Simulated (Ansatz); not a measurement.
Relaxed Ge (diamond):

```xyz
2
Lattice="0.0000 2.8373 2.8373 2.8373 0.0000 2.8373 2.8373 2.8373 0.0000" Properties=species:S:1:pos:R:3 pbc="T T T"
Ge     0.0000     0.0000     0.0000
Ge     1.4186     1.4186     1.4186
```

Method: r2SCAN (plane waves to 500 eV, PAW, scalar-relativistic; Ansatz, a first-principles code). k mesh 8×8×8 (Γ-centred), Fermi-Dirac smearing 0.05 eV. As the smearing reaches across the gap at some points, energies and forces of such displacements shift with the k mesh and the smearing. Ge was relaxed with its symmetry unable to fall.

One atom of the cell was then moved (with its periodic images), all else fixed, and the forces (eV/Å) came out as:

```tsv
atom	Fx	Fy	Fz
Ge1	-0.774	-0.774	0.774
Ge2	0.774	0.774	-0.774
```

With two atoms only their relative shift counts; take Ge2 as fixed.

Task: Which atom was moved, and by which vector (Å)?

Result: Ge1, by (0.09, 0.09, -0.09), 0.15 Å in all.

(A displaced cell: forces are minus the slopes of the energy, force constants its curvatures, and phonons follow from these.)
